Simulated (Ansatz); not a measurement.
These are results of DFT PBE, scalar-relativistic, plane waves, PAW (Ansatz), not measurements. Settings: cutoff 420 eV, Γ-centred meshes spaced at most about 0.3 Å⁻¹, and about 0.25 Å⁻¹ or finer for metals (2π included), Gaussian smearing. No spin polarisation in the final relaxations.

Temperature and zero-point effects are left out. Both are relaxed sheets, periodic along a and b.

Two relaxed structures of Be:

A.

```xyz
1
Lattice="2.1313 0.0000 0.0000 -1.0657 1.8458 0.0000 0.0000 0.0000 23.8000" Properties=species:S:1:pos:R:3 pbc="T T F"
Be    0.0000    0.0000    7.0000
```

B.

```xyz
3
Lattice="2.0157 0.0000 0.0000 0.0000 2.0157 0.0000 0.0000 0.0000 34.0244" Properties=species:S:1:pos:R:3 pbc="T T F"
Be    1.0079    1.0079   11.0926
Be    1.0079    1.0079    5.9074
Be    1.0079    1.0079    8.5000
```

Question: Which would you expect to be lower, and how large is the difference?

Answer: A is lower, by 195 meV/atom. A has layer group p6/mmm (No. 80), 3.9 Å²/atom and no gap on its mesh; B has layer group p4/mmm (No. 61), 1.4 Å²/atom and no gap. Counting all near atoms (those within 1.25 times the shortest distance at each site), A has Be 6 and B has Be 4. In A, Be at height 0.00 Å has 6 Be at 2.13 Å. In B, Be at height 5.19 Å has 4 Be at 2.02 Å; Be at height 2.59 Å has 4 Be at 2.02 Å. Both come from invented guesses.

Cells relaxed within their symmetry can be saddle points.
